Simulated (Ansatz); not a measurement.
Polymorphs of SnO, each relaxed with plane-wave PAW PBE (Ansatz code):

A: zinc blende (F-43m), a = b = c = 5.4793 Å, α = β = γ = 90.00°

B: NiAs type (P6_3/mmc), a = b = 3.472 Å, c = 6.433 Å, α = β = 90.00°, γ = 120.00°

C: P4_2/mmc, a = 3.264 Å, b = 3.264 Å, c = 6.343 Å, α = 90.00°, β = 90.00°, γ = 90.00°

D: P4/nmm, a = b = 3.8682 Å, c = 5.0712 Å, α = β = γ = 90.00°

E: wurtzite (P6_3mc), a = 4.1535 Å, b = 4.1535 Å, c = 5.5239 Å, α = 90.00°, β = 90.00°, γ = 120.00°

Problem. Rank these by energy per atom at 0 K (lowest first), as PBE gives it.

Solution. D (+0 meV/atom), C (+315 meV/atom), E (+404 meV/atom), A (+460 meV/atom), B (+529 meV/atom)

Problem. Give each one's gap.

Solution. A no gap; B no gap; C no gap; D 0.50 eV; E 1.26 eV.

Constructed cells (a structure type filled with these elements, in neither database checked): A; B; C; E. Not the usual ambient phase: A; B; C; E. Weakly bound layers, chains or molecules computed without a dispersion correction, so cells and soft constants are ill determined: D. All cells were relaxed under the symmetry of their starts (and spin orders); stability against distortions was not tested throughout. Spin–orbit coupling is left out wherever it is not named.

Energies hold the estimated change up to a 700 eV cutoff; steps of a few meV lie near the error of the meshes.

Potentials: the later of the program's two PAW sets.
